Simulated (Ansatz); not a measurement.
Values for one crystal, relaxed and computed with LDA in the plane-wave PAW code Ansatz; other levels are named.

| Quantity | Result |
|---|---|
| Volume per atom | 26.09 Å³ |
| Band gap | 0.10 eV (direct) |
| Hill bulk and shear moduli | 55.3 and 44.1 GPa |
| Hole effective mass, band 3 of 3 at the edge | 0.36 along [100], 0.12 along [110], 0.16 along [111] (mₑ) |
| Valence-band maximum | at Γ |
| Electron effective mass, band 1 of 2 at the edge | 0.66 along [100], 0.19 along [110], 0.11 along [111] (mₑ) |
| Conduction-band minimum | at Γ |

Q: Which of these materials gives this?
A. VBiO4, C2 (V on 2a, Bi on 2b, O on 4c, O on 4c)
B. Sr3SbN, anti-perovskite
C. ZnCdTe2, R3m (Zn on 3a, Cd on 3a, Te on 3a, Te on 3a)
D. Mg2TeS, R3m (Mg on 3a, Mg on 3a, Te on 3a, S on 3a)

A: B, Sr3SbN, anti-perovskite

Space group Pm-3m (anti-perovskite). The workflow started from a Materials Project entry (that database holds measured and hypothetical structures alike); the Crystallography Open Database copy checked does not list it. Its standing as an ambient phase is unchecked. The LDA relaxation kept the symmetry of its start; of distortions, only those at the zone centre were tested. Spin–orbit coupling is left out wherever it is not named.

Potentials: the later of the program's two PAW sets.
